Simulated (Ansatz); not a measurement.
MgSnS2:
```yaml
crystal:
  lattice:
    - [3.82214, 0.00000, 0.00000]
    - [-1.91107, 3.31007, 0.00000]
    - [0.00000, 0.00000, 6.71214]
  atoms:
    - { symbol: S, position: [0.66667, 0.33333, 0.71581] }
    - { symbol: Sn, position: [0.00000, 0.00000, 0.00000] }
    - { symbol: S, position: [0.33333, 0.66667, 0.28419] }
    - { symbol: Mg, position: [0.00000, 0.00000, 0.50000] }
```

Relaxed with r²SCAN+D4. Special points in fractions of this cell's reciprocal vectors: Γ (0.000, 0.000, 0.000); M (0.500, 0.000, 0.000); K (0.333, 0.333, 0.000); A (0.000, 0.000, 0.500); L (0.500, 0.000, 0.500); H (0.333, 0.333, 0.500).

### Question
List the band energies nearest the valence-band maximum at these points for r²SCAN+D4 with spin–orbit coupling in the plane-wave PAW code Ansatz.

### Answer
In eV from the valence-band maximum; about four levels below and three above (degenerate sets whole), none deeper than 8.9 eV; points with the same levels are listed once.

```json
[
 {"k": "Γ", "below": "-2.21 -2.21 -2.19 -2.19", "above": "1.82 1.82 3.44 3.44"},
 {"k": "M", "below": "-2.47 -2.47 -1.34 -1.34", "above": "1.13 1.13 2.49 2.49"},
 {"k": "K", "below": "-4.27 -4.27 -2.91 -2.91", "above": "2.30 2.30 2.52 2.52"},
 {"k": "A", "below": "-2.04 -2.04 0.00 0.00", "above": "1.30 1.30 3.11 3.11"},
 {"k": "L", "below": "-3.17 -3.17 -2.49 -2.49", "above": "0.40 0.40 2.50 2.50"},
 {"k": "H", "below": "-2.84 -2.84 -1.44 -1.44", "above": "0.84 0.84 1.08 1.08"}
]
```

Space group P-3m1. The cell is a constructed one: a structure type filled with these elements; neither database checked (COD, Materials Project) lists it. Whether it is the stable phase at ambient conditions was not checked. Symmetry was held in the r²SCAN+D4 relaxation; whether a distortion lowers the energy is not shown.

Potentials: the later of the program's two PAW sets.
